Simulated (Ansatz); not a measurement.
V, DFT, PBEsol, PAW with Ansatz's default frozen-core files, scalar-relativistic (Ansatz 0.2.0), run on 1 thread of Arm Neoverse V2 on a shared host.

The geometry is COD entry 7101267, unchecked; take it as a test cell. The listed cell was then made from it by scaling, straining or moving an atom.

Command: `ansatz run input.yaml --threads 1 --pin off --max-ram 3072MiB --backend cpu --events-out ev --progress --plain --runs-dir out`

```yaml
crystal:
  lattice:
    - [-1.5028453316, 1.5028453316, 1.5028453316]
    - [1.5028453316, -1.5028453316, 1.5028453316]
    - [1.5028453316, 1.5028453316, -1.5028453316]
  atoms:
    - { symbol: V, position: [0.0, 0.0, 0.0], spin: 1.5 }
magnetization:
  spin_polarized: true
kpoints:
  mp_grid: { grid: [19, 19, 19] }
scf:
  occupations: { method: fermi_dirac, width: 0.03 }
hamiltonian:
  xc: pbesol
  pseudopotentials: { kind: paw }
output:
  forces: true
  stress: true
  eigenvalues: true
  efg: { contact_densities: true }
```

Q: How large is the problem that the program sets up?

A: 220 irreducible k-points, 249 plane waves at Γ, 12 bands.

Q: About how long does it take, and how much memory does it use?

A: 6.8 s of wall time for 11 SCF iterations, with a peak of 0.37 GiB. Times on shared machines scatter by tens of per cent.

Q: And the same cell and mesh by full-potential LAPW, asked for forces, stress, eigenvalues, on the same hardware?

A: 30 s, peak memory 0.44 GiB.
